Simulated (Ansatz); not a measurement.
**Fields on a plane of ZnCu2SnSe4 (kesterite type, space group I-4)**

```
ZnCu2SnSe4
1.0
   -2.88182     2.88182     5.76298
    2.88182    -2.88182     5.76298
    2.88182     2.88182    -5.76298
Cu Zn Sn Se
2 1 1 4
Direct
  0.00000   0.00000   0.00000
  0.75000   0.25000   0.50000
  0.25000   0.75000   0.50000
  0.50000   0.50000   0.00000
  0.63874   0.62944   0.52864
  0.10081   0.11010   0.47136
  0.37056   0.89919   0.00930
  0.88990   0.36126   0.99070
```

The slice is a (1 0 -1) plane (indices of the conventional cell) through the point (0.639, 0.629, 0.529) (fractional), spanned by u = [101] and v = [121] in vectors of this cell: u (5.76 Å) and v (12.89 Å, at 90° to u). It covers one period; positions are fractions (u, v).

Atoms on it: Se at (0.00, 0.00); Se at (0.50, 0.50). Other atoms lie within 1 Å of the plane.

Computed with PBE (plane waves to 420 eV, PAW, scalar-relativistic; Ansatz, a first-principles code). k mesh 8×8×8. Near the nuclei the fields are pseudised (PAW); where an atom keeps semicore shells as valence, they peak there. At this level the bands of ZnCu2SnSe4 touch or barely overlap. ZnCu2SnSe4 is run without spin polarisation. ZnCu2SnSe4 was relaxed with its symmetry unable to fall.

```
v \ u  0.00  0.09  0.18  0.27  0.36  0.45  0.55  0.64  0.73  0.82  0.91
-----  ----  ----  ----  ----  ----  ----  ----  ----  ----  ----  ----
0.88   -0.9  -0.6  -0.1   0.0  -0.5  -0.7  -0.9  -1.2  -1.5  -1.4  -1.2
0.75   -0.8  -0.9  -1.1  -1.0  -0.8  -0.7  -0.7  -0.8  -0.9  -0.9  -0.8
0.62   -1.1  -1.3  -1.6  -1.6  -1.3  -1.0  -0.7  -0.2   0.4  -0.1  -0.7
0.50   -1.8  -1.6  -1.2  -0.6   0.0   1.4   1.4   0.0  -0.7  -1.3  -1.8
0.38   -0.8  -1.1  -1.4  -1.5  -1.3  -1.0  -0.8  -0.4   0.1  -0.3  -0.7
0.25   -0.6  -0.7  -0.9  -0.9  -0.9  -0.8  -0.9  -1.0  -1.1  -0.9  -0.7
0.12   -0.9  -0.5   0.2   0.3  -0.5  -0.9  -1.2  -1.5  -1.6  -1.4  -1.1
0.00    1.7   0.7  -0.3  -1.0  -1.6  -1.8  -1.8  -1.5  -0.9  -0.3   0.7
```

Values: log₁₀ of the valence density in e/Å³. The scale is logarithmic, as a density can span decades between atoms and voids.

```
|xx28999982x|
|02347999983|
|84xx3678999|
|84xx1237999|
|87334016999|
|78887667777|
|68999972x15|
|7899996xxx4|
|8999986xxx5|
|99986002258|
|9986xxxx699|
|9985xxxx699|
|9986xxxx699|
|99986003358|
|7899986xxx5|
|2589997xxx2|
|04899985243|
|56777778886|
|85xx4579999|
|80xxx689999|
|72xx1899999|
|02237999873|
|xx28999882x|
|xx08999870x|
```
Scale: ten equal steps from -2.00 (start of '0') to 6.28 (end of '9'), in the order '0123456789'. Values: electrostatic potential energy of an electron, from the cell's mean, in eV. The map has 11 points along u (one character each, u = 0 at the left) and 24 along v (v = 0 in the bottom row). Points within 1 Å of a nucleus are blanked (x), as the pseudised field means little there. Values under -2 eV are set to -2. The zero, the cell's mean, hangs on the PAW cores.
